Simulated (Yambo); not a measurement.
Yambo run on Rb$_{2}$PtC$_{2}$ (space group P-3m1, No. 164). The wavefunctions are PBEsol (Quantum ESPRESSO, PseudoDojo norm-conserving, 84 Ry, scalar-relativistic) ones on a 3×3×2 mesh (22 occupied bands); a = b = 5.406 Å, c = 5.201 Å, α = β = 90.00°, γ = 120.00°.

Yambo input:

```
rim_cut
gw0
dyson
el_el_corr
HF_and_locXC
ppa
em1d
RandQpts= 1000000
RandGvec= 1 Ry
EXXRLvcs= 84 Ry
VXCRLvcs= 336 Ry
Chimod= "HARTREE"
% BndsRnXp
 5 | 108 |
%
NGsBlkXp= 8 Ry
% LongDrXp
 1.0 | 1.0 | 1.0 |
%
PPAPntXp= 27.2114 eV
% GbndRnge
 1 | 241 |
%
GTermKind= "BG"
DysSolver= "n"
ExtendOut
% QPkrange
 2 | 2 | 22 | 22 |
 4 | 4 | 22 | 23 |
%
```

k points by index: 2 = A, 4 = (0, 0.333, -0.5).

Resulting energies as the program prints them:

```
#    K-point    Band    Eo [eV]    E [eV]    E-Eo [eV]    Vxc [eV]    Vnlxc [eV]    Sc|Eo [eV]    Sc|E [eV]    dSc/dw|Eo [eV]    Re(Z)    Im(Z)
#
    2    22    0.000000    -0.343616    -0.343616    -18.28791    -21.54220    2.809832    2.910676    -7.981972    0.773191    -0.002019
    4    22    -0.776469E-3    -0.347892    -0.347115    -18.25798    -21.50495    2.798375    2.899858    -7.951641    0.773858    -0.001999
    4    23    1.241554    1.736144    0.494590    -9.575794    -6.057072    -2.910826    -3.024133    -6.232455    0.813642    -0.001452
```
(The two width columns are left out.) Convergence of these settings isn't established.

Spin-orbit coupling is not included.

Geometry of the Materials Project entry, not relaxed at this level.
